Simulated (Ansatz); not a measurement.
The cell is the one relaxed in the Materials Project (mp-23313), not relaxed further here; entries there can be hypothetical.

An input for InBi and the output that it gave: DFT, r2SCAN, all-electron PAW with datasets made for the crystal, scalar-relativistic (Ansatz 0.2.0).

```yaml
crystal:
  lattice:
    - [4.9108192, 0.0, 0.0]
    - [0.0, 4.9108192, 0.0]
    - [0.0, 0.0, 5.22228251]
  atoms:
    - { symbol: In, position: [0.5, 0.5, 0.0] }
    - { symbol: In, position: [0.0, 0.0, 0.0] }
    - { symbol: Bi, position: [0.5, 0.0, 0.36001422] }
    - { symbol: Bi, position: [0.0, 0.5, 0.63998578] }
kpoints:
  mp_grid: { grid: [8, 8, 7] }
  band_path:
    path:
      - [0.0, 0.0, 0.0]
      - [0.0, 0.5, 0.0]
      - [0.5, 0.5, 0.0]
      - [0.0, 0.0, 0.0]
      - [0.0, 0.0, 0.5]
      - [0.0, 0.5, 0.5]
      - [0.5, 0.5, 0.5]
      - [0.0, 0.0, 0.5]
      - [0.0, 0.5, 0.0]
    npoints: 8
scf:
  occupations: { method: fermi_dirac, width: 0.03 }
hamiltonian:
  xc: r2scan
  pseudopotentials: { kind: all_electron, datasets: crystal }
output:
  forces: true
  stress: true
  eigenvalues: true
  efg: { contact_densities: true }
```

What the program printed:

```
hamiltonian.pseudopotentials.datasets: crystal makes datasets for this crystal and solves the spheres of its atoms anew in each pass: cutoff 260.0 eV, the density's 1820.0 eV; for an error of 0.50 meV an atom under PBE, 2.0 meV for the cell; an energy difference from a run of another recipe may be off by several times the error for the cell, under r2SCAN by more, where some 0.1 meV an atom stays at smaller errors; In in spheres of 1.376 Å, 13 of its electrons in bands; Bi in spheres of 1.376 Å, 15 of its electrons in bands
In, Bi: output.efg is read without spin–orbit coupling, which moves field gradients at and beside such atoms by some per cent and up to a factor of two; PAW files take it under magnetization.noncollinear and magnetization.spin_orbit
Engine: ansatz 0.2.0
Pseudopotentials: kind: all_electron
Pseudopotential: In, paw, valence charge 13, recommended cutoff 260 eV (normal), Koelling and Harmon's equation, gaussian nucleus
Pseudopotential: Bi, paw, valence charge 15, recommended cutoff 260 eV (normal), Koelling and Harmon's equation, gaussian nucleus
Functional definition: r2SCAN
  parameter k0 = 0.174
  parameter k1 = 0.065
  parameter a1 = 4.9479
  exchange = r2scan_x(k0 = k0, k1 = k1, a1 = a1)
  correlation = r2scan_c
Crystal: 4 atoms, lattice volume = 125.941 Å³
Basis set: ecut = 260 eV, 1197 PW (Γ), exchange–correlation on 108×108×120 points (27 copies of the dense FFT grid, shifted against one another)
Bands: 34, of which v1, the nominal top of the filled ones, is band 28 counted from 1 (27 counted from 0)
Symmetry: 16 space group operations
Space group: P4/nmm (ITA 129), of the structure as read, at distance tolerance 5.0e-5 Å
k-points: 60 of 448
Non-local potential: In, projectors of the file, l = 0: 1, l = 1: 1, l = 2: 2
Non-local potential: Bi, projectors of the file, l = 0: 1, l = 1: 1, l = 2: 2
PAW form: soft (Blöchl's): semilocal exchange-correlation on the pseudo side does not see the compensation charge
PAW one-centre angular grid: In, 590 points (default); XC on its mesh's 1869 points in the sphere
PAW one-centre angular grid: Bi, 590 points (default); XC on its mesh's 1809 points in the sphere
Initial density: superposition of atomic densities (neutral atoms: chi_scale 0, normalization atom)
Initial wavefunctions: pseudopotential atomic-orbital guess
Functional: x = r2scan, c = r2scan; τ floored in thin density (d = 2e-4 eV/Å³)
iter 1 solved again at ethr=5.47e-4 eV; its pass at ethr=1.00e-1 eV (dr2=3.06e-1 eV) is discarded
SCF iter   1: F=—  HF=-1491689.160180 eV  |F-HF|=—  |Δ(HF+E_count)|=         —  Δρ=1.39e-2  dr2=3.18e-1  dr2_τ=9.39e-4  ethr=5.47e-4  ⟨swp⟩=4.5  Hψ=10743  notcnv=0
preconditioner: auto → Resta (q_TF=auto, 2.384 Å⁻¹)  ε∞=2.9  [insulator: Δε(μ)=0.094 eV  Ē_g=17.987 eV  σ=0.030 eV  W_gap=0.60  n_scr=26 (ndim 8)  ℏωp=24.8 eV  f_vac=0.000  D(μ)=1.05/eV (n_scr^D=2)  ε∞_Penn≈2.9]
SCF iter   2: F=—  HF=-1491689.189203 eV  |F-HF|=—  |Δ(HF+E_count)|=   2.90e-2  Δρ=8.98e-3  dr2=1.16e-1  dr2_τ=5.83e-5  ethr=5.47e-4  ⟨swp⟩=2.8  Hψ=4167  notcnv=0  defer=1
iter 3 solved again at ethr=9.26e-6 eV; its pass at ethr=2.07e-4 eV (dr2=5.18e-3 eV) is discarded
SCF iter   3: F=—  HF=-1491689.243146 eV  |F-HF|=—  |Δ(HF+E_count)|=   5.39e-2  Δρ=2.05e-3  dr2=5.22e-3  dr2_τ=4.73e-5  ethr=9.26e-6  ⟨swp⟩=2.0  Hψ=9473  notcnv=0  defer=2
SCF iter   4: F=—  HF=-1491689.247312 eV  |F-HF|=—  |Δ(HF+E_count)|=   4.17e-3  Δρ=1.05e-3  dr2=1.09e-3  dr2_τ=5.66e-6  ethr=9.26e-6  ⟨swp⟩=3.2  Hψ=5106  notcnv=0  defer=2
SCF iter   5: F=—  HF=-1491689.248453 eV  |F-HF|=—  |Δ(HF+E_count)|=   1.14e-3  Δρ=6.17e-4  dr2=3.30e-4  dr2_τ=6.22e-7  ethr=1.94e-6  ⟨swp⟩=3.0  Hψ=5032  notcnv=0  defer=1
SCF iter   6: F=—  HF=-1491689.248981 eV  |F-HF|=—  |Δ(HF+E_count)|=   5.29e-4  Δρ=3.25e-4  dr2=8.86e-5  dr2_τ=1.28e-7  ethr=5.89e-7  ⟨swp⟩=3.0  Hψ=4229  notcnv=0  defer=1
SCF iter   7: F=—  HF=-1491689.249149 eV  |F-HF|=—  |Δ(HF+E_count)|=   1.67e-4  Δρ=5.57e-5  dr2=3.31e-6  dr2_τ=1.06e-8  ethr=1.58e-7  ⟨swp⟩=3.1  Hψ=4947  notcnv=0  defer=1
SCF iter   8: F=—  HF=-1491689.249153 eV  |F-HF|=—  |Δ(HF+E_count)|=   4.13e-6  Δρ=1.16e-5  dr2=1.73e-7  dr2_τ=1.58e-9  ethr=5.91e-9  ⟨swp⟩=3.4  Hψ=5286  notcnv=0  defer=1
SCF iter   9: F=—  HF=-1491689.249153 eV  |F-HF|=—  |Δ(HF+E_count)|=   2.03e-8  Δρ=4.70e-6  dr2=2.34e-8  dr2_τ=1.62e-10  ethr=3.09e-10  ⟨swp⟩=3.0  Hψ=4856  notcnv=0  defer=1
SCF iter  10: F=-1491689.249153 eV  HF=-1491689.249153 eV  |F-HF|=2.33e-9  |Δ(HF+E_count)|=   3.42e-8  Δρ=1.32e-6  dr2=2.22e-9  dr2_τ=4.01e-12  ethr=4.17e-11  ⟨swp⟩=3.0  Hψ=4234  notcnv=0  defer=1
SCF 1 converged in 10 iterations: F = -1491689.249153 eV  dr2 = 2.22e-9
  Residual-converged pass: ⟨swp⟩=3.0  Hψ=3973  notcnv=0  max |occ|·‖R‖ = 6.6e-6 eV (tolerance 6.7e-6 eV)  dr2=2.24e-9  dr2_τ=4.16e-12  dr2_onsite=2.06e-9  max |Δocc| = 4.5e-10
  greatest PAW one-centre occupation: 0.987 electrons in one spin orbital (limit 2), on the Bi atom at site 2 (counted from 0), in its partial waves of l = 2
NSCF: frozen V_eff on 65 k-points
SCF converged after 10 iterations
Free energy (F): -1491689.249153 eV
Harris-Foulkes:  -1491689.249153 eV  (|F-HF|=2.33e-9)
Internal energy: -1491689.246144 eV  (E = F + TS)
E sigma→0 (E₀):  -1491689.247648 eV
Entropy (-TS):   -0.003010 eV (-0.752 meV/atom)
Past the cutoff: the bands carry plane waves up to 2.50 times it, of which those up to 1.5 times it add -0.000985 eV an atom, each by itself; the spheres take 0.001142 eV an atom off the energy for waves past 2.50 times it
Past the cutoffs: a stress includes 0.0022 GPa for waves and charges beyond them, in addition to the slope of what the spheres take
In the spheres:  the bands' charges fall short by 1.5e-6 e at most (sound up to 1e-3)
Fermi energy:    12.757775 eV
--- Per-component energies (eV) ---
  The terms above E_closure are by the made datasets' own strengths, without shells solved beside the bands.
--- Forces (eV/Å), atoms counted from 1 ---
  atom   1  In     0.00000000     0.00000000     0.00000000
  atom   2  In     0.00000000     0.00000000     0.00000000
  atom   3  Bi     0.00000000     0.00000000     0.01618117
  atom   4  Bi     0.00000000     0.00000000    -0.01618117
  max |Σ_I F_I| component: 3.47e-18 eV/Å
--- Stress (GPa, compression-positive) ---
       -0.402717       0.000000       0.000000
        0.000000      -0.402717       0.000000
        0.000000       0.000000       0.219539
  P = ⅓ Tr σ = -0.1953 GPa (-1.953 kbar)
--- PAW observables at the nuclei: V_zz in 10²¹ V/m², potentials from the cell's mean, atoms counted from 1 ---
  atom   1  In V_zz =    -2.672228   η = 0.0000   by run symmetry: allowed
            electrostatic potential = -7939.871581 V   contact ρ = 1131109.472799 e/Å³
  atom   2  In V_zz =    -2.672228   η = 0.0000   by run symmetry: allowed
            electrostatic potential = -7939.871581 V   contact ρ = 1131109.472799 e/Å³
  atom   3  Bi V_zz =    -8.344696   η = 0.0000   by run symmetry: allowed
            electrostatic potential = -17830.113777 V   contact ρ = 17855094.390358 e/Å³
  atom   4  Bi V_zz =    -8.344696   η = 0.0000   by run symmetry: allowed
            electrostatic potential = -17830.113777 V   contact ρ = 17855094.390358 e/Å³
--- Band table (eV; the first three rows and the last of 60) ---
  k-point 0: bands = ["-10.4426", "-10.4406", "-10.4187", "-10.4187", "-10.4027", "-10.4027", "-10.4026", "-10.3941", "-10.3906", "-10.3656", "-2.5046", "-2.5034", "-2.3841", "-2.3720", "-2.3720", "-2.2879", "-2.2879", "-2.2511", "-2.2436", "-2.1425", "0.4041", "2.7619", "7.6759", "9.6730", "9.6730", "10.3630", "11.1873", "13.6650", "13.7552", "13.7552"]
  k-point 1: bands = ["-10.4423", "-10.4402", "-10.4185", "-10.4185", "-10.4029", "-10.4029", "-10.4028", "-10.3937", "-10.3902", "-10.3659", "-2.5051", "-2.5034", "-2.3829", "-2.3737", "-2.3737", "-2.2884", "-2.2884", "-2.2511", "-2.2428", "-2.1425", "0.4923", "2.6314", "7.4933", "9.8050", "9.8050", "10.4100", "11.5936", "13.3773", "13.3773", "13.3782"]
  k-point 2: bands = ["-10.4416", "-10.4394", "-10.4180", "-10.4180", "-10.4034", "-10.4034", "-10.4034", "-10.3930", "-10.3894", "-10.3665", "-2.5061", "-2.5035", "-2.3804", "-2.3775", "-2.3775", "-2.2895", "-2.2895", "-2.2512", "-2.2411", "-2.1425", "0.7426", "2.2816", "7.2043", "10.1934", "10.1934", "10.5258", "11.9585", "12.5415", "12.5415", "13.6392"]
  k-point 59: bands = ["-10.4193", "-10.4193", "-10.4155", "-10.4155", "-10.4107", "-10.4107", "-10.4050", "-10.4050", "-10.3834", "-10.3834", "-2.4649", "-2.4649", "-2.4204", "-2.4204", "-2.3286", "-2.3286", "-2.2746", "-2.2746", "-2.2221", "-2.2221", "2.1366", "2.1366", "7.4380", "7.4380", "9.1205", "9.1205", "9.3823", "9.3823", "17.2211", "17.2211"]
```
